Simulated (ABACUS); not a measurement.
A series of runs on Ge (P6_3/mmc, 8 atoms in the cell; from Materials Project mp-1091415)

```
CELL_PARAMETERS angstrom
      4.00312     0.00000     0.00000
     -2.00156     3.46680     0.00000
      0.00000     0.00000    13.15671
ATOMIC_POSITIONS crystal
  Ge 0.00000 0.00000 0.40685
  Ge 0.00000 0.00000 0.59315
  Ge 0.00000 0.00000 0.90685
  Ge 0.00000 0.00000 0.09315
  Ge 0.33333 0.66667 0.34406
  Ge 0.66667 0.33333 0.65594
  Ge 0.66667 0.33333 0.84406
  Ge 0.33333 0.66667 0.15594
```

Base run A: PBEsol, PseudoDojo 0.4 standard norm-conserving PBEsol (tails mended) pseudopotentials (ABACUS), self-consistent single point.

Its settings: KPT = Gamma 4 4 1 0 0 0; basis_type = pw; ecutwfc = 78 Ry; smearing_method = fd; smearing_sigma = 0.00734986 Ry; potentials = PseudoDojo 0.4 standard norm-conserving PBEsol (tails mended); symmetry = 1; ks_solver = cg; scf_nmax = 100; scf_thr = 1.0e-09 Ry; mixing_type = broyden; mixing_beta = 0.7.

The structure comes from a collection of computed structures, made at another level of theory; the collection holds predicted forms beside known ones. No clean gap shows at this smearing width and mesh (spacing up to 0.48 Å⁻¹); the mesh is coarse for partly filled bands, so the values carry mesh errors. Semi-local functionals can close small gaps.

ΔF is the free energy per atom less that of run A. 

| run | smearing_method, smearing_sigma | ΔF (meV/atom) | pressure (GPa) | largest force (eV/Å) | TS (meV/atom) |
|---|---|---|---|---|---|
| A | fd, 0.00734986 Ry | 0.00 | 0.58 | 0.060 | 7.8 |
| B | gaussian, 0.00367493 Ry | 4.4 | 0.92 | 0.071 | 0.5 |
| C | gaussian, 0.0220496 Ry | -1.48 | 0.53 | 0.062 | 9.9 |
| D | fd, 0.0146997 Ry | -10.2 | 0.50 | 0.064 | 26.4 |
| E | fd, 0.0220496 Ry | -27.9 | 0.68 | 0.070 | 68.4 |

Run C against A: The free energy falls by 1.5 meV/atom, the pressure hardly changes (0.58 to 0.53 GPa) and the largest force moves little (0.060 to 0.062 eV/Å).

Run E against A: The free energy drops by 27.9 meV/atom, the pressure moves little (0.58 to 0.68 GPa) and the largest force goes from 0.060 to 0.070 eV/Å.

Run D against A: The free energy drops by 10.2 meV/atom, the pressure hardly changes (0.58 to 0.50 GPa) and the largest force hardly changes (0.060 to 0.064 eV/Å).

Small differences between rows can be mesh errors.

“Tails mended”: in these copies of the files the far tail of each local potential was reset to the Coulomb form.
